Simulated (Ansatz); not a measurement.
Ge: computed property card

Ge:
```
Ge
1.0
    4.00347     0.00000     0.00000
   -2.00173     3.46710     0.00000
    0.00000     0.00000    13.14538
Ge
8
Direct
  0.00000   0.00000   0.40681
  0.00000   0.00000   0.59319
  0.00000   0.00000   0.90681
  0.00000   0.00000   0.09319
  0.33333   0.66667   0.34412
  0.66667   0.33333   0.65588
  0.66667   0.33333   0.84412
  0.33333   0.66667   0.15588
```

Space group P6_3/mmc (No. 194); conventional cell a = b = 4.0035 Å, c = 13.1454 Å, α = β = 90.00°, γ = 120.00°.

Method: the program Ansatz at the r²SCAN level (PAW). Geometry: relaxed at this level of theory. Other levels are named where they apply.

### Cell and energy

- Volume per atom = 22.81 Å³
- Density = 5.29 g/cm³

### Electronic structure

- Band gap = 0.27 eV (smallest direct gap 0.27 eV)
- Valence-band maximum = at Γ
- Conduction-band minimum = on the Γ–A line, 9 % of the way from Γ (2 equivalent valleys)
- Electron effective mass = 0.072, 0.072, 0.57 mₑ (principal values)
- Electron effective mass with spin–orbit coupling = 0.071, 0.071, 0.52 mₑ (principal values)
- Hole effective mass, band 1 of 2 at the edge = 0.57 along x, 0.49 along z (mₑ)
- Hole effective mass, band 2 of 2 at the edge = 0.016 along x, 0.49 along z (mₑ)
- Hole effective mass with spin–orbit coupling = 0.023, 0.023, 0.48 mₑ (principal values)
- HSE06 gap on the r²SCAN cell = 0.60 eV
- Gap with spin–orbit coupling = 0.17 eV

### Mechanics

Bulk modulus (Birch–Murnaghan fit): 70.6 GPa
Pressure derivative B′: 5.0
Elastic constants (relaxed ions, GPa): C11 = 153, C12 = 38.1, C13 = 23.5, C33 = 170, C44 = 47.1
Mechanical stability: stable (all eigenvalues of C positive)
Hill bulk and shear moduli: 71.6 and 55.5 GPa
Young's modulus: 132 GPa
Poisson's ratio: 0.19
Debye temperature from the elastic constants: 375 K

### Phonons

* **Highest zone-centre frequency**: 36.8 meV
* **Zone-centre stability**: no imaginary mode at Γ
* **Dynamical stability on the path**: stable (no imaginary branch)
* **Zero-point energy**: 35.5 meV/atom
* **Vibrational entropy at 300 K**: 31.4 J/(K·mol of atoms)

The first step of the workflow began from a Materials Project structure, measured or hypothetical; the Crystallography Open Database copy checked does not list it. It is not the phase usual at ambient conditions (space group No. 227). The cell was relaxed with r²SCAN under the symmetry of its start. Spin–orbit coupling is left out wherever it is not named.

Potentials: the later of the program's two PAW sets.
